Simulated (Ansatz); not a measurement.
Method: DFT PBE, scalar-relativistic, plane waves, PAW in Ansatz. Settings: cutoff 420 eV, Γ-centred meshes spaced at most about 0.3 Å⁻¹ (2π included), Gaussian smearing. No spin polarisation in the final relaxations.

All energies are static (0 K, no zero-point motion). All come from trial cells, and lower structures may exist.

**Question.** Which of these relaxed structures of AlB2P3 is the lowest in energy?
1.

```cif
data_structure
_symmetry_space_group_name_H-M 'I-4m2'
_symmetry_Int_Tables_number 119
_cell_length_a 3.3945
_cell_length_b 3.3945
_cell_length_c 15.0865
_cell_angle_alpha 90.000
_cell_angle_beta 90.000
_cell_angle_gamma 90.000
_cell_volume 173.83
loop_
_atom_site_label
_atom_site_type_symbol
_atom_site_symmetry_multiplicity
_atom_site_Wyckoff_symbol
_atom_site_fract_x
_atom_site_fract_y
_atom_site_fract_z
_atom_site_occupancy
Al1 Al 2 a 0.00000 0.00000 0.00000 1
B1 B 4 e 0.50000 0.50000 0.17640 1
P1 P 4 f 0.50000 0.00000 0.39623 1
P2 P 2 c 0.00000 0.50000 0.25000 1
```

2.

```cif
data_structure
_symmetry_space_group_name_H-M 'P31m'
_symmetry_Int_Tables_number 157
_cell_length_a 5.9485
_cell_length_b 5.9485
_cell_length_c 5.7285
_cell_angle_alpha 90.000
_cell_angle_beta 90.000
_cell_angle_gamma 120.000
_cell_volume 175.55
loop_
_atom_site_label
_atom_site_type_symbol
_atom_site_symmetry_multiplicity
_atom_site_Wyckoff_symbol
_atom_site_fract_x
_atom_site_fract_y
_atom_site_fract_z
_atom_site_occupancy
Al1 Al 2 b 0.66667 0.33333 0.00407 1
B1 B 1 a 0.00000 0.00000 0.99419 1
B2 B 3 c 0.32220 0.00000 0.50309 1
P1 P 1 a 0.00000 0.00000 0.36080 1
P2 P 2 b 0.66667 0.33333 0.41085 1
P3 P 3 c 0.29515 0.00000 0.85196 1
```

**Answer.** 1. It has Al and B ordered on zinc blende sites, space group I-4m2 (No. 119); the next, 2, with Al and B ordered on wurtzite sites, space group P31m (No. 157), lies 32 meV/atom higher. Counting P atoms around Al and B (those within 1.25 times the shortest such distance or 1.15 times the sum of covalent radii), the lowest and the next both have Al 4, B 4.

With atoms moved at random, P31m came back. Other cells relaxed within their symmetry can be saddle points. Some candidate types were left out of the draw beforehand, so a known form may be missing.
